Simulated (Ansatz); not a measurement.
CoMo:
```
CoMo
1.0
    2.62298     0.00000     0.00000
    0.00000     2.62298     0.00000
    0.00000     0.00000     3.67991
Co Mo
1 1
Direct
  0.00000   0.00000   0.00000
  0.50000   0.50000   0.50000
```

Relaxed with r²SCAN. Special points in fractions of this cell's reciprocal vectors: Γ (0.000, 0.000, 0.000); X (0.000, 0.500, 0.000); M (0.500, 0.500, 0.000); Z (0.000, 0.000, 0.500); R (0.000, 0.500, 0.500); A (0.500, 0.500, 0.500).

### Question
List the band energies nearest the Fermi level at these points for DFT-r²SCAN with spin–orbit coupling in the program Ansatz with PAW potentials.

### Answer
In eV from the Fermi level; about four levels below and three above (degenerate sets whole), none deeper than 8.9 eV; points with the same levels are listed once.

| k | below | above |
|---|---|---|
| Γ | -1.42 -1.42 -0.49 -0.49 | 0.32 0.32 3.20 3.20 |
| X | -1.21 -1.21 -0.85 -0.85 | 0.76 0.76 1.92 1.92 |
| M | -4.55 -4.55 -4.55 -4.55 -4.51 -4.51 | 0.45 0.45 0.68 0.68 |
| Z | -0.95 -0.95 -0.40 -0.40 | 0.29 0.29 1.52 1.52 |
| R | -1.69 -1.69 -1.42 -1.42 | 0.26 0.26 0.65 0.65 |
| A | -2.22 -2.22 -0.94 -0.94 | 0.46 0.46 2.38 2.38 |

Space group P4/mmm (L1₀ or tetragonal B2). The start of the workflow was typed in or built on a structure type; neither database checked (COD, Materials Project) lists it. Its standing as an ambient phase is unchecked. Symmetry was held in the r²SCAN relaxation; whether a distortion lowers the energy is not shown. The workflow began spin-polarised and lost its moments. Its formation energy is positive at this level, so the cell may be metastable or incomplete.

Potentials: the earlier of the program's two PAW sets.
